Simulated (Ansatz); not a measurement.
**Profile along the P–B line in BP (zinc blende)**

BP (zinc blende)

```
BP
1.0
    0.00000     2.27421     2.27421
    2.27421     0.00000     2.27421
    2.27421     2.27421     0.00000
P B
1 1
Direct
  0.25000   0.25000   0.25000
  0.00000   0.00000   0.00000
```

Fields along a shortest P–B line of a {110} plane (1.97 Å), from P to B, interpolated on the slice's grid (step about 0.2 Å). These are PBE (plane waves to 420 eV, PAW, scalar-relativistic; Ansatz, a quantum-chemistry and plane-wave program) values and carry that method's errors. k mesh 12×12×12. These are valence fields of a PAW run, semicore shells included where kept as valence: close to a nucleus they are smooth pseudo fields. BP was relaxed with its symmetry unable to fall.

| distance from P (Å) | valence electron density (e/Å³) | electron localisation function | density of the highest valence band (e/Å³) | density of the lowest conduction band (e/Å³) |
|---|---|---|---|---|
| 0.00 | 0.03 | x | 0.000 | 0.000 |
| 0.10 | 0.04 | x | 0.010 | 0.003 |
| 0.20 | 0.11 | x | 0.039 | 0.011 |
| 0.30 | 0.27 | x | 0.085 | 0.026 |
| 0.39 | 0.48 | x | 0.140 | 0.047 |
| 0.49 | 0.69 | 0.61 | 0.192 | 0.065 |
| 0.59 | 0.86 | 0.85 | 0.231 | 0.075 |
| 0.69 | 0.95 | 0.95 | 0.254 | 0.076 |
| 0.79 | 0.95 | 0.95 | 0.260 | 0.070 |
| 0.89 | 0.93 | 0.95 | 0.258 | 0.066 |
| 0.98 | 0.89 | 0.95 | 0.251 | 0.066 |
| 1.08 | 0.86 | 0.94 | 0.245 | 0.073 |
| 1.18 | 0.85 | 0.94 | 0.243 | 0.088 |
| 1.28 | 0.85 | 0.90 | 0.243 | 0.110 |
| 1.38 | 0.85 | 0.81 | 0.243 | 0.132 |
| 1.48 | 0.83 | 0.60 | 0.234 | 0.146 |
| 1.58 | 0.75 | x | 0.203 | 0.146 |
| 1.67 | 0.60 | x | 0.151 | 0.129 |
| 1.77 | 0.42 | x | 0.086 | 0.097 |
| 1.87 | 0.28 | x | 0.028 | 0.062 |
| 1.97 | 0.23 | x | 0.003 | 0.046 |

x: too close to a nucleus for the ELF to mean much. Band densities are of whole bands, smooth part only.

Density on the P–B line (1.97 Å) at its midpoint: 0.89 e/Å³. ELF at that point: 0.9. ELF maximum in the middle third of the P–B line: 0.95, 0.8 Å from P.
